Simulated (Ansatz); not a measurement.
Te2W:
```
CELL_PARAMETERS angstrom
      3.44501     0.00000     0.00000
      0.00000     6.21569     0.00000
      0.00000     0.00000    13.84271
ATOMIC_POSITIONS crystal
  Te 0.50000 0.79247 0.90380
  Te 0.00000 0.20753 0.40380
  Te 0.50000 0.70192 0.35778
  Te 0.00000 0.29808 0.85778
  Te 0.00000 0.85696 0.65740
  Te 0.50000 0.14304 0.15740
  Te 0.00000 0.64663 0.11114
  Te 0.50000 0.35337 0.61114
  W  0.50000 0.95817 0.51544
  W  0.00000 0.04183 0.01544
  W  0.50000 0.39730 0.99972
  W  0.00000 0.60270 0.49972
```

Relaxed with LDA. Special points in fractions of this cell's reciprocal vectors: Γ (0.000, 0.000, 0.000); X (0.500, 0.000, 0.000); S (0.500, 0.500, 0.000); Y (0.000, 0.500, 0.000); Z (0.000, 0.000, 0.500); U (0.500, 0.000, 0.500); R (0.500, 0.500, 0.500); T (0.000, 0.500, 0.500).

### Question
List the band energies nearest the Fermi level at these points for the program Ansatz at the LDA level (PAW).

### Answer
In eV from the Fermi level; about four levels below and three above (degenerate sets whole), none deeper than 8.9 eV; points with the same levels are listed once.

| k | below | above |
|---|---|---|
| Γ | -0.57 -0.36 -0.11 -0.06 | 0.03 0.88 0.92 |
| X | -1.74 -1.74 -1.66 -1.66 | 1.33 1.33 1.53 1.53 |
| S | -1.16 -1.16 -1.10 -1.10 | 1.34 1.34 1.38 1.38 |
| Y | -0.90 -0.89 -0.73 -0.62 | 0.22 0.27 0.77 |
| Z | -0.11 -0.11 -0.06 -0.06 | 0.90 0.90 1.26 1.26 |
| U | -1.77 -1.77 -1.63 -1.63 | 1.24 1.24 1.50 1.50 |
| R | -1.17 -1.17 -1.10 -1.10 | 1.28 1.28 1.39 1.39 |
| T | -0.89 -0.89 -0.56 -0.56 | 0.27 0.27 0.80 0.80 |

Space group Pmn2_1. The workflow started from a Materials Project entry (that database holds measured and hypothetical structures alike); the Crystallography Open Database files this formula in space group No. 31, but the cells were not matched. Whether it is the stable phase at ambient conditions was not checked. Symmetry was held in the LDA relaxation; its stability against distortions is not shown here. The run is not spin-polarised. A crystal of weakly bound layers computed without a dispersion correction: the cell and the soft elastic constants depend strongly on that. Spin–orbit coupling is left out wherever it is not named.

Potentials: the earlier of the program's two PAW sets.
